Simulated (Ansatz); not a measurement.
A geometry of CeO₂ away from equilibrium: step 2 of the relaxation of a relaxed CeO2 cell, doubled along one cell vector, shaken by Gaussian noise of σ = 0.08 Å a coordinate. Level of theory: r2SCAN (plane waves to 500 eV, PAW, scalar-relativistic; Ansatz, a program for electronic structure). Γ-centred k-mesh 7×4×7 on the run's cell (coarser than for final values), Fermi–Dirac smearing 0.05 eV.

```
CELL_PARAMETERS angstrom
     -0.04143     2.69304     2.68874
      5.42497    -0.12447     5.41909
      2.68429     2.68566    -0.03404
ATOMIC_POSITIONS crystal
  Ce 0.00082 0.99481 0.00626
  Ce 0.99898 0.50441 0.98749
  O  0.75456 0.36624 0.75242
  O  0.75539 0.87141 0.72715
  O  0.25391 0.12249 0.24762
  O  0.24889 0.62281 0.23749
```

**Question.** Give the Cartesian forces on all atoms (eV/Å).

**Answer.** 
```json
[
 {"atom": "Ce1", "Fx": "0.14", "Fy": "-0.70", "Fz": "0.59"},
 {"atom": "Ce2", "Fx": "-0.69", "Fy": "0.53", "Fz": "-0.72"},
 {"atom": "O3", "Fx": "0.23", "Fy": "-0.39", "Fz": "0.33"},
 {"atom": "O4", "Fx": "0.33", "Fy": "0.44", "Fz": "-0.23"},
 {"atom": "O5", "Fx": "-0.17", "Fy": "-0.03", "Fz": "-0.11"},
 {"atom": "O6", "Fx": "0.16", "Fy": "0.15", "Fz": "0.14"}
]
```

**Question.** What is the pressure?

**Answer.** +0.6 GPa, compression positive.

**Question.** How far above the relaxed end point is this geometry?

**Answer.** 0.01 eV/atom; the path ends in Fm-3m (No. 225) (fluorite type).

No spin polarisation in the result. No Hubbard U is applied. The f-shell occupation is the one the SCF fell into and was not checked against other states.
